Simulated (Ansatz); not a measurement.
What DFT gives for LuSnPd4

```xyz
6
Lattice="0.0000 3.6426 3.6426 3.6426 0.0000 3.6426 3.6426 3.6426 0.0000" Properties=species:S:1:pos:R:3 pbc="T T T"
Lu    0.0000    0.0000    0.0000
Sn    1.8213    1.8213    1.8213
Pd    4.5386    4.5386    4.5386
Pd    4.5386    2.7465    2.7465
Pd    2.7465    2.7465    4.5386
Pd    2.7465    4.5386    2.7465
```

Method: PBEsol, no spin polarisation; PAW, plane waves to 420 eV, 8×8×8 Γ-centred mesh, gaussian occupations (width 0.0717 eV) (Ansatz 0.2.0), atoms fixed.

Task: Which atom feels the largest force, and which way?

Result: The largest is on Pd3 (and as large on other atoms): 1.20 eV/Å, components (0.69, 0.69, 0.69). It makes 145° with the line to a nearest neighbour, Pd4 at 2.53 Å, pointing away from it.

Task: What do density and ELF say about some of the short contacts?

Result: Pd–Pd at 2.53 Å: least valence density 0.46 e/Å³ and ELF 0.23 there. Sn–Pd at 3.02 Å: least valence density 0.22 e/Å³ and ELF 0.26 there. Lu–Pd at 3.02 Å: least valence density 0.19 e/Å³ and ELF 0.16 there. Both are smooth PAW fields, read partly inside the augmentation spheres.

Task: Is it stable against the elements?

Result: -0.55 eV an atom against the elements' usual phases (free molecules for gases, crystals otherwise, with no correction for O₂ or N₂), so it is bound against them; other compounds may still compete. Relaxing would lower it.

Task: What happens at the Fermi level?

Result: It is a metal, with about 3.3 states/eV a cell as the mean within 0.25 eV of the Fermi level, mostly Pd d (48 %), Sn p (17 %) and Lu d (14 %).

Origin: a known structure type with other elements, at an estimated volume, so it need not be a known compound.
